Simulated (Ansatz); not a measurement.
## Structures of Li3Os: which is lowest?

Plane-wave DFT in Ansatz with scalar-relativistic PAW potentials, cutoff 420 eV, Γ-centred meshes chosen by cell and gap, Gaussian smearing with energies taken to zero width. Every cell was relaxed (cell and atoms) in a run of its own, within the symmetry of its start. Functional: PBE.

Relaxed structures (starts from databases or built by putting these elements on another compound's sites):
A. Pm-3m, 4 atoms in the computed cell, a = 3.732 Å; sites (symmetry × multiplicity) Li 4/mm.m × 3, Os m-3m × 1; start: built
B. P6/mmm, 4 atoms in the computed cell, a = 5.086 Å, c = 2.436 Å; sites (symmetry × multiplicity) Li mmm × 3, Os 6/mmm × 1; start: built
C. P6_3/mmc, 8 atoms in the computed cell, a = 5.233 Å, c = 4.489 Å; sites (symmetry × multiplicity) Li mm2 × 6, Os -6m2 × 2; start: built

Q: Rank them by energy. Could pressure change the order?

A:
| structure | group | E − E(lowest) (meV/atom) | V (Å³/atom) | gap on mesh (eV) |
| --- | --- | --- | --- | --- |
| B | P6/mmm | 0.0 | 13.64 | 0.00 |
| A | Pm-3m | 396 | 12.99 | 0.00 |
| C | P6_3/mmc | 447 | 13.31 | 0.00 |

B is lowest, 396 meV/atom under A. A is denser by 0.65 Å³/atom, so pressure favours it: ΔE/ΔV, with ΔE in eV and 1 eV/Å³ = 160.2 GPa, gives about 97 GPa for equal enthalpy if both cells were rigid; at such pressures compression changes ΔV much, so this is a scale only. Other structures may lie lower than all of these, and vibrations aren't counted.

Spin-orbit coupling is left out, which matters for the bands of heavy elements.